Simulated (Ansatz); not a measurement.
ZnO with Na replacing Zn: do the settings matter for the field gradients?

Cell: a supercell of ZnO (wurtzite type, P6_3mc) built from a structure deposited in the COD, with all atoms left at the host's positions.

```cif
data_structure
_symmetry_space_group_name_H-M 'P 1'
_symmetry_Int_Tables_number 1
_cell_length_a 6.4986
_cell_length_b 9.7479
_cell_length_c 10.4114
_cell_angle_alpha 90.000
_cell_angle_beta 90.000
_cell_angle_gamma 120.000
_cell_volume 571.18
loop_
_atom_site_label
_atom_site_type_symbol
_atom_site_fract_x
_atom_site_fract_y
_atom_site_fract_z
_atom_site_occupancy
Na1 Na 0.16667 0.22222 0.25000 1
Zn2 Zn 0.16667 0.22222 0.75000 1
Zn3 Zn 0.16667 0.55556 0.25000 1
Zn4 Zn 0.16667 0.55556 0.75000 1
Zn5 Zn 0.16667 0.88889 0.25000 1
Zn6 Zn 0.16667 0.88889 0.75000 1
Zn7 Zn 0.66667 0.22222 0.25000 1
Zn8 Zn 0.66667 0.22222 0.75000 1
Zn9 Zn 0.66667 0.55556 0.25000 1
Zn10 Zn 0.66667 0.55556 0.75000 1
Zn11 Zn 0.66667 0.88889 0.25000 1
Zn12 Zn 0.66667 0.88889 0.75000 1
Zn13 Zn 0.33333 0.11111 0.00000 1
Zn14 Zn 0.33333 0.11111 0.50000 1
Zn15 Zn 0.33333 0.44444 0.00000 1
Zn16 Zn 0.33333 0.44444 0.50000 1
Zn17 Zn 0.33333 0.77778 0.00000 1
Zn18 Zn 0.33333 0.77778 0.50000 1
Zn19 Zn 0.83333 0.11111 0.00000 1
Zn20 Zn 0.83333 0.11111 0.50000 1
Zn21 Zn 0.83333 0.44444 0.00000 1
Zn22 Zn 0.83333 0.44444 0.50000 1
Zn23 Zn 0.83333 0.77778 0.00000 1
Zn24 Zn 0.83333 0.77778 0.50000 1
O25 O 0.33333 0.11111 0.18951 1
O26 O 0.33333 0.11111 0.68951 1
O27 O 0.33333 0.44444 0.18951 1
O28 O 0.33333 0.44444 0.68951 1
O29 O 0.33333 0.77778 0.18951 1
O30 O 0.33333 0.77778 0.68951 1
O31 O 0.83333 0.11111 0.18951 1
O32 O 0.83333 0.11111 0.68951 1
O33 O 0.83333 0.44444 0.18951 1
O34 O 0.83333 0.44444 0.68951 1
O35 O 0.83333 0.77778 0.18951 1
O36 O 0.83333 0.77778 0.68951 1
O37 O 0.16667 0.22222 0.43950 1
O38 O 0.16667 0.22222 0.93951 1
O39 O 0.16667 0.55556 0.43950 1
O40 O 0.16667 0.55556 0.93951 1
O41 O 0.16667 0.88889 0.43950 1
O42 O 0.16667 0.88889 0.93951 1
O43 O 0.66667 0.22222 0.43950 1
O44 O 0.66667 0.22222 0.93951 1
O45 O 0.66667 0.55556 0.43950 1
O46 O 0.66667 0.55556 0.93951 1
O47 O 0.66667 0.88889 0.43950 1
O48 O 0.66667 0.88889 0.93951 1
```

Atoms are numbered from 1 in the order listed; like atoms form one site, named after its first atom.

Reference run. All values are calculated (Ansatz; DFT, PBE, plane waves and PAW, scalar-relativistic, 420 eV cutoff, Γ-centred 3×2×2 k-points, Fermi–Dirac smearing 0.01 eV, cell charge -1), not measured.

Q: The input is changed as follows: `scf.n_extra_bands`: not typed → 2; `hamiltonian.pseudopotentials`: {kind: paw} → {kind: paw, source: ansatz}. What happens to V_zz (10²¹ V/m²) and η?

A: 

```json
{"site": "Na", "atom": "1", "V_zz reference": "0.15", "η reference": "0.14", "V_zz changed": "0.15", "η changed": "0.15"}
{"site": "Zn5", "atom": "5", "V_zz reference": "-1.30", "η reference": "0.60", "V_zz changed": "-1.32", "η changed": "0.60"}
{"site": "Zn7", "atom": "7", "V_zz reference": "1.57", "η reference": "0.42", "V_zz changed": "1.59", "η changed": "0.41"}
{"site": "Zn8", "atom": "8", "V_zz reference": "-0.22", "η reference": "0.77", "V_zz changed": "-0.22", "η changed": "0.78"}
{"site": "Zn11", "atom": "11", "V_zz reference": "-1.34", "η reference": "0.51", "V_zz changed": "-1.37", "η changed": "0.51"}
{"site": "Zn13", "atom": "13", "V_zz reference": "-1.29", "η reference": "0.30", "V_zz changed": "-1.31", "η changed": "0.30"}
{"site": "Zn19", "atom": "19", "V_zz reference": "-1.28", "η reference": "0.30", "V_zz changed": "-1.31", "η changed": "0.30"}
{"site": "O25", "atom": "25", "V_zz reference": "-6.58", "η reference": "0.04", "V_zz changed": "-6.54", "η changed": "0.04"}
{"site": "O27", "atom": "27", "V_zz reference": "-6.18", "η reference": "0.03", "V_zz changed": "-6.13", "η changed": "0.03"}
{"site": "O31", "atom": "31", "V_zz reference": "-6.58", "η reference": "0.04", "V_zz changed": "-6.53", "η changed": "0.04"}
{"site": "O37", "atom": "37", "V_zz reference": "-6.08", "η reference": "0.03", "V_zz changed": "-6.03", "η changed": "0.03"}
{"site": "O43", "atom": "43", "V_zz reference": "0.62", "η reference": "0.08", "V_zz changed": "0.62", "η changed": "0.08"}
```

The largest change of V_zz is on O37, from -6.08 to -6.03. In per cent, |V_zz| changes by +2 on Zn, -1 to 0 on O (all sites that start above 0.5). The table leaves out 34 of the 46 sites, with |V_zz| up to 1.26; their tensors move by 0.03 at most along any direction. The statements above cover all sites. The cutoff that the program takes moves with it, from 420 to 930 eV. The changed run reads another set of PAW files, with 613 valence electrons a neutral cell instead of 429. SCF iterations: 10 and 15. New warnings: slots ram shed.

On the reference run: The defect repeats with the cell of 48 atoms, so it feels its images: sites between two images don't show the values beside a lone defect, and zeros or small values of η there can come from the images' arrangement. O and Zn carry a gradient in the pure host already, so the values there aren't the defect's effect alone. A uniform background compensates the cell's charge. With a gap of 0.7 eV on this mesh, small gradients can still move by 0.1 × 10²¹ V/m² or more as the k-mesh gets denser. The cell keeps the host's lattice, where the PBE pressure is 6 GPa (in a charged cell this depends on the convention for the mean potential). The neighbours have not yet relaxed around the defect (largest force 2.4 eV/Å), so a real crystal will differ.
